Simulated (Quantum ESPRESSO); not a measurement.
**Li8SO3 (changed cell): magnetic shieldings**

```
CELL_PARAMETERS angstrom
      4.92348     0.00000     0.00000
      0.00000     4.92348     0.00000
      0.00000     0.00000     4.92348
ATOMIC_POSITIONS crystal
  Li 0.26427 0.26427 0.73573
  Li 0.26427 0.73573 0.73573
  S  0.00000 0.00000 0.00000
  Li 0.26427 0.73573 0.26427
  Li 0.26427 0.26427 0.26427
  O  0.00000 0.50000 0.50000
  Li 0.73573 0.26427 0.26427
  Li 0.73573 0.73573 0.26427
  O  0.50000 0.00000 0.50000
  Li 0.73573 0.73573 0.73573
  Li 0.73573 0.26427 0.73573
  O  0.50000 0.50000 0.00000
```
The cell was made here from a computed Materials Project entry: one of 4 O replaced by S, cell and atoms relaxed (PBE without dispersion, pw.x of a modified build of Quantum ESPRESSO, symmetry kept). The parent is Li2O in Fm-3m. The swapped cell is a model, not a known phase. Stability against distortions was not tested.

These are absolute shieldings with no macroscopic susceptibility term; δ = σ_ref − σ needs a reference computed alike. By our sweeps, such settings leave a few ppm in absolute σ. No d partial waves on S: the paramagnetic term there is incompletely reconstructed. Static lattice: thermal averaging is not included.

Ω = σ33 − σ11 of the symmetric part; where symmetry doesn't make it nil, it is less certain than σ_iso.

Question: What do the calculations give at each independent site (shieldings by PBE GIPAW on JTH datasets (Quantum ESPRESSO), 22.5 Ha, k-mesh 3×3×3 shifted, f-sum rule met within 0.008 %)?

Answer: 
```
site                            site symmetry  σ_iso (ppm)  span Ω (ppm)
------------------------------  -------------  -----------  ------------
Li (atoms 1, 2, 4, 5, 7, 8, …)             3m           78             3
S (atom 3)                               m-3m          777             0
O (atoms 6, 9, 12)                      4/mmm          191            67
```
